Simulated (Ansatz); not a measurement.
The relaxed structure here is a generated cell of Al2Cu: the first start was made by placing the elements on the sites of a structure type, and the end was not matched to a known phase here, so it may be hypothetical. Known forms of Al2Cu include space group No. 140.

A relaxed structure of Al$_{2}$Cu. Space group Fm-3m (No. 225), AFLOW prototype AB2_cF12_225_a_c (C1, as in CaF2). These are PBEsol (plane waves to 420 eV, PAW, scalar-relativistic; Ansatz, an electronic-structure program) values and carry that method's errors.

```xyz
3
Lattice="0.0000 2.8635 2.8635 2.8635 0.0000 2.8635 2.8635 2.8635 0.0000" Properties=species:S:1:pos:R:3 pbc="T T T"
Cu     0.0000     0.0000     0.0000
Al     1.4318     1.4318     1.4318
Al     4.2953     4.2953     4.2953
```

For Al2Cu, the volume per atom is 15.65 Å³ and the band gap comes out as no gap (metallic). The shortest distances is Al–Cu 2.48 Å; Al–Al 2.86 Å and the k-mesh is 11×11×11.

Band energies at high-symmetry points (eV from the Fermi level; labels of this space group; no spin-orbit coupling), from −5 eV up to 1.2 eV:

```csv
point,energies
Γ,-4.62 -4.62 -4.62 -4.04 -4.04
X,-4.11 -4.11 -3.88 -3.78 -2.04 -2.04 0.40
U,-4.29 -4.17 -4.02 -3.82 -3.21 -1.36
K,-4.29 -4.17 -4.02 -3.82 -3.21 -1.36
L,-4.48 -4.48 -4.01 -3.98 -3.98 0.57 0.57
W,-4.90 -4.11 -3.85 -3.62 -3.62 -2.48
```

No spin polarisation in the result.

The run could not lose the symmetry of its start, so the end can be a saddle point.
